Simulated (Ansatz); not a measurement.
One crystal and one scan (frozen-phonon scan) at two levels, PBE (plane waves to 420 eV, PAW, scalar-relativistic; Ansatz, a program for electronic structure) and LDA (plane waves to 420 eV, PAW, scalar-relativistic; Ansatz), each from its own relaxed cell and on its own mesh. The cell shown is that of PBE.

Relaxed BaHfO₃ (cubic perovskite):

```xyz
5
Lattice="4.2062 0.0000 0.0000 0.0000 4.2062 0.0000 0.0000 0.0000 4.2062" Properties=species:S:1:pos:R:3 pbc="T T T"
Ba     0.0000     0.0000     0.0000
Hf     2.1031     2.1031     2.1031
O      0.0000     2.1031     2.1031
O      2.1031     2.1031     0.0000
O      2.1031     0.0000     2.1031
```

The atoms are displaced by Q × the pattern below (from a DFPT mode at Γ, largest move 1; Q in Å), at fixed cell. It is one choice among 3 degenerate patterns.

```json
[
 {"atom": "O3", "x": "0.000", "y": "0.000", "z": "-1.000"},
 {"atom": "O5", "x": "0.000", "y": "0.000", "z": "1.000"}
]
```

Atoms not listed stay in place.

BaHfO3 is run without spin polarisation. BaHfO3 was relaxed with its symmetry unable to fall. Spin-orbit coupling is left out, though Hf is heavy. Both scans cover Q from -0.180 to 0.180 Å.

ΔE (meV/cell), each from the undisplaced structure of its own level:

| Q (Å) | PBE | LDA |
|---|---|---|
| -0.180 | 84.6 | 77.6 |
| -0.150 | 57.5 | withheld |
| -0.120 | 36.1 | 32.5 |
| -0.090 | 20.0 | 17.9 |
| -0.060 | 8.8 | 7.8 |
| -0.030 | 2.2 | 1.9 |
| 0.000 | 0.0 | 0.0 |
| 0.030 | 2.2 | 1.9 |
| 0.060 | 8.8 | 7.8 |
| 0.090 | 20.0 | 17.9 |
| 0.120 | 36.1 | 32.5 |
| 0.150 | 57.5 | withheld |
| 0.180 | 84.6 | 77.6 |

Problem. Estimate the LDA value at 0.150 from the PBE value there and the ratio of the two levels in the two nearest given rows on that side of the minimum.

Solution. At 0.120 and 0.180 the ratio LDA/PBE averages 0.909, which gives 0.909 × 57.5 = 52.3 meV/cell. The calculation gives 52.2 meV/cell, -9.2 % against PBE.

(For displaced atoms, the force is minus the slope of the energy, and its curvature is a force constant, which sets phonon frequencies.)
